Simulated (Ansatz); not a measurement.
## AlNi3: an elastic constant from a strain scan

Level of theory: DFT PBEsol, scalar-relativistic, plane waves, PAW (Ansatz). Settings: plane waves to 420 eV, k-mesh 14×14×14 (Γ-centred), Gaussian smearing 0.15 eV. No spin polarisation. A magnetic state may lie lower. Energies are free energies at this smearing, counted from the undisturbed cell; pressure is positive in compression.

Reference structure (relaxed at this level; with this scan's settings it stands at 0.1 GPa; it needn't be the usual structure):

```
Al Ni
1.0
     0.00000    2.79841    2.79841
     2.79841    0.00000    2.79841
     2.79841    2.79841    0.00000
Al Ni
1 3
Direct
  0.50000 0.50000 0.50000
  0.25000 0.25000 0.25000
  0.00000 0.00000 0.00000
  0.75000 0.75000 0.75000
```

The cell is strained by ε times the Voigt pattern (0, 0, 0, 1, 0, 0) (xx, yy, zz, yz, xz, xy; engineering shear) with fractional coordinates fixed. The cell holds 4 atoms in V0 = 43.83 Å³. The stress column is τ = (1/V0) dE/dε, got from the stress tensor σ (compression positive) at each point as −det(1 + εP) σ : P(1 + εP)⁻¹, with P the pattern as a tensor.

```
      ε  ΔE (meV/atom)  τ (GPa)
-0.0350          6.457   -5.397
-0.0300          4.744   -4.626
-0.0250          3.294   -3.855
-0.0200          2.108   -3.083
-0.0150          1.185   -2.312
-0.0100          0.526   -1.542
-0.0050          0.130   -0.771
 0.0000          0.000    0.000
 0.0050          0.130    0.771
 0.0100          0.526    1.542
 0.0150          1.185    2.312
 0.0200          2.108    3.083
 0.0250          3.294    3.855
 0.0300          4.744    4.626
 0.0350          6.457    5.397
 0.0400              ?        ?
```

Task: Which combination of elastic constants does this scan measure, and how large is it?

Result: For small ε, τ = τ0 + Kε with K = pᵀCp, which for this pattern is C44 in the cubic axes. The parabola through τ at ε = -0.0050, 0 and 0.0050 has slope K = 154 GPa at zero. The energies per cell, E = NΔE, of the same two points give K = 2[E(ε₊)/ε₊ − E(ε₋)/ε₋]/[(ε₊ − ε₋)V0] = 153 GPa, in agreement. These are clamped-ion values.

Task: Predict the withheld row at ε = 0.0400 from the harmonic law, and compare.

Result: ΔE = V0(τ0 ε + Kε²/2)/N = 8.436 meV/atom and τ = 6.17 GPa. The calculation gives 8.434 meV/atom and 6.17 GPa, a miss of 0.01 meV/atom at most, so the harmonic law still holds here.

Forces appear on the atoms along this scan, and letting them relax would lower the energy and soften the response. In a metal these slopes depend on the k mesh and the smearing.

Cost: 9 runs of about 2.3 core-minutes in all, on Intel Xeon 6975P-C (Granite Rapids) (shared hosts).